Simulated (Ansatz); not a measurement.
## Two Ansatz runs on YSb

The geometry is COD entry 1537612, unchecked; take it as a test cell. It differs from other determinations.

First run: DFT, r2SCAN, PAW with Ansatz's default frozen-core files, scalar-relativistic (Ansatz 0.2.0).

Command: `ansatz run input.yaml --threads 1 --pin off --max-ram 2048MiB --backend cpu --events-out ev --progress --plain --runs-dir out` The run took about 23 s on 1 thread of a shared machine.

```yaml
crystal:
  lattice:
    - [0.0, 3.095, 3.095]
    - [3.095, 0.0, 3.095]
    - [3.095, 3.095, 0.0]
  atoms:
    - { symbol: "Y", position: [0.5, 0.5, 0.5] }
    - { symbol: Sb, position: [0.0, 0.0, 0.0] }
kpoints:
  mp_grid: { grid: [9, 9, 9] }
scf:
  occupations: { method: fermi_dirac, width: 0.05 }
hamiltonian:
  xc: r2scan
  pseudopotentials: { kind: paw }
output:
  forces: true
  stress: true
  efg: { contact_densities: true }
relax:
  f_tol: 0.005
  max_steps: 80
  cell: {}
```

Result: converged; relaxed volume 29.934 Å³/atom; 23 SCF iterations in all.

No spin–orbit coupling, which matters for the heavy atoms here.

The input is then changed:

```diff
@@ -5,6 +5,6 @@
     - [3.095, 3.095, 0.0]
   atoms:
-    - { symbol: "Y", position: [0.5, 0.5, 0.5] }
-    - { symbol: Sb, position: [0.0, 0.0, 0.0] }
+    - { symbol: "Y", position: [0.5, 0.5, 0.5], spin: 0.2 }
+    - { symbol: Sb, position: [0.0, 0.0, 0.0], spin: 0.2 }
 kpoints:
   mp_grid: { grid: [9, 9, 9] }
@@ -22,3 +22,6 @@
   max_steps: 80
   cell: {}
+accuracy: medium
+magnetization:
+  spin_polarized: true
```

(1) What does the second run give?

Results:

(1) It converged; relaxed volume 29.934 Å³/atom; moment 0.00 μB; 41 SCF iterations in all.
